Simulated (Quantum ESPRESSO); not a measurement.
pw.x input (Quantum ESPRESSO 7.5; PBEsol, PseudoDojo standard norm-conserving files, scalar-relativistic):

```
&CONTROL
  calculation = 'scf'
  pseudo_dir = './pseudo'
  outdir = './out'
  tprnfor = .true.
  tstress = .true.
/
&SYSTEM
  ibrav = 0
  nat = 2
  ntyp = 2
  ecutwfc = 84.0
  ecutrho = 336.0
  occupations = 'smearing'
  smearing = 'fd'
  degauss = 0.002
  nbnd = 8
/
&ELECTRONS
  conv_thr = 2e-10
/
ATOMIC_SPECIES
B 10.8100 B.upf
N 14.0070 N.upf
CELL_PARAMETERS angstrom
  0.000000000000   3.495315000000   2.166090000000
  1.251630000000   0.000000000000   2.166090000000
  1.251630000000   3.495315000000   0.000000000000
ATOMIC_POSITIONS crystal
B   0.000050000000   0.000050000000   0.999950000000
N   0.666650000000   0.666650000000   0.333350000000
K_POINTS automatic
12 12 12 0 0 0
```

End of the output:

```
     total energy              =     -26.73931299 Ry
     estimated scf accuracy    <       0.00000092 Ry
     total energy              =     -26.73931322 Ry
     estimated scf accuracy    <       0.00000003 Ry
     total energy              =     -26.73931322 Ry
     estimated scf accuracy    <          2.9E-09 Ry
[...]
     the Fermi energy is     6.9406 ev
!    total energy              =     -26.73931323 Ry
     estimated scf accuracy    <          1.6E-11 Ry
     smearing contrib. (-TS)   =       0.00000000 Ry
     internal energy E=F+TS    =     -26.73931323 Ry
     The total energy is F=E-TS. E is the sum of the following terms:
     one-electron contribution =      -9.89923362 Ry
     hartree contribution      =       8.95925833 Ry
     xc contribution           =      -8.57979849 Ry
     ewald contribution        =     -17.21953944 Ry
     convergence has been achieved in   9 iterations
     Forces acting on atoms (cartesian axes, Ry/au):
     atom    1 type  1   force =     0.00000000    0.00000000    0.00037490
     atom    2 type  2   force =     0.00000000    0.00000000   -0.00037490
     Total force =     0.000530     Total SCF correction =     0.000000
     Computing stress (Cartesian axis) and pressure
          total   stress  (Ry/bohr**3)                   (kbar)     P=        9.60
   0.00008936  -0.00000000  -0.00000000           13.15       -0.00       -0.00
   0.00000000   0.00001429   0.00000000            0.00        2.10        0.00
  -0.00000000   0.00000000   0.00009210           -0.00        0.00       13.55
```
In a gapped system the printed Fermi energy is only some level inside the gap.

Geometry of the Materials Project entry, not relaxed at this level.
